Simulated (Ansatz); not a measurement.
Input:

MoSe:
```
CELL_PARAMETERS angstrom
      8.75201     0.00000     0.00000
     -4.37600     7.57946     0.00000
      0.00000     0.00000     4.42379
ATOMIC_POSITIONS crystal
  Mo 0.17941 0.00000 0.25000
  Se 0.34351 0.34351 0.25000
  Mo 0.00000 0.17941 0.25000
  Se 0.65649 0.00000 0.25000
  Mo 0.82059 0.82059 0.25000
  Se 0.00000 0.65649 0.25000
  Mo 0.17941 0.17941 0.75000
  Se 0.00000 0.34351 0.75000
  Mo 0.82059 0.00000 0.75000
  Se 0.65649 0.65649 0.75000
  Mo 0.00000 0.82059 0.75000
  Se 0.34351 0.00000 0.75000
```

This is the PBE+D3(BJ)-relaxed structure.

Q: All from the program Ansatz at the PBE+D3(BJ) level (PAW), unless another level is named. Give the electronic character.

A: metallic (no gap).

Q: Next, the density of states at the Fermi level?

A: 0.51 states/eV per atom (mean over ±0.08 eV).

Q: What about the formation energy from the elements (no fitted shifts)?

A: -0.30 eV/atom.

Space group P6_3/mcm. The start of the workflow was typed in or built on a structure type; neither database checked (COD, Materials Project) lists it. Its standing as an ambient phase is unchecked. The PBE+D3(BJ) relaxation kept the symmetry of its start; whether a distortion lowers the energy is not shown. The workflow began spin-polarised and lost its moments. The references are the lowest solids computed at this level, not always the standard phases. Spin–orbit coupling is left out wherever it is not named.

Potentials: the later of the program's two PAW sets.
